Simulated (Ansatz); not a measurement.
A distorted cell of Pd (fcc, Cu type):

```
Pd
1.0
    0.00000     3.90836     3.90836
    1.95418     0.00000     1.95418
    1.95418     1.95418     0.00000
Pd
2
Direct
  0.00000   0.92309   0.04967
  0.50000   0.07691   0.95033
```

These are r2SCAN (plane waves to 500 eV, PAW, scalar-relativistic; Ansatz, a first-principles code) values and carry that method's errors. k mesh 10×20×20 (Γ-centred), Fermi-Dirac smearing 0.05 eV. Stress and pressure are positive under compression. With partly filled bands, energies and forces of such displacements shift with the k mesh and the smearing. Pd is run without spin polarisation. Pd was relaxed with its symmetry unable to fall.

Predict the force on every atom, in eV/Å.


```json
[
 {"atom": "Pd1", "Fx": "0.222", "Fy": "-0.362", "Fz": "0.368"},
 {"atom": "Pd2", "Fx": "-0.222", "Fy": "0.362", "Fz": "-0.368"}
]
```

What is the stress tensor (GPa)?


```
    4.0     -3.4     -2.1
   -3.4      2.8      1.5
   -2.1      1.5      0.6
```
The pressure, a third of the trace, is 2.4 GPa.

(A displaced cell: forces are minus the slopes of the energy, force constants its curvatures, and phonons follow from these.)
